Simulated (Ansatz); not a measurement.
### Question
Volume from LDA minus that from HSE06 (% of the latter), each on its own relaxed cell (Ansatz, a first-principles code, plane waves, PAW; no spin–orbit coupling, no Hubbard U), over 36 phases of the class «halides»: what sign and size do you expect?

### Answer
Mean -9.9 %, median -9.8 %, mean absolute 9.9 %; eight in ten lie between -12.9 and -6.7 %, and 0 % are above zero.

Some cases that may be named, with their rank among the 36 from the lowest: TlBr, rock salt -14.2 % (rank 3); KI, rock salt -13.1 % (rank 4); CsPbBr3, cubic perovskite -10.0 % (rank 18); NaCl, rock salt -9.7 % (rank 19); CdF2, fluorite -6.5 % (rank 33); NaMgF3, cubic perovskite -5.8 % (rank 35).

The phases are those computed here (of each formula those with measured values and the lowest at some level), not a balanced benchmark, and neither functional is the truth. Pairs that end in unlike spin orders or unlike minima (c/a over 6 % apart, 30 % for weakly bound crystals), magnets with 4f shells, solids of gases and phases set aside for tests are left out.

Built on a structure type that need not be the filed one of that space group: TlBr, rock salt. Not the usual ambient phase: CsPbBr3, cubic perovskite. Standing as an ambient phase not checked: TlBr, rock salt; NaMgF3, cubic perovskite. Unstable at this level: NaMgF3, cubic perovskite with LDA. All cells were relaxed under the symmetry of their starts (and spin orders); stability against distortions was not tested throughout. Scalar-relativistic: spin–orbit coupling is off unless named, which matters more the heavier the elements.

Potentials: the later of the program's two PAW sets.

Ansatz is a plane-wave DFT program.
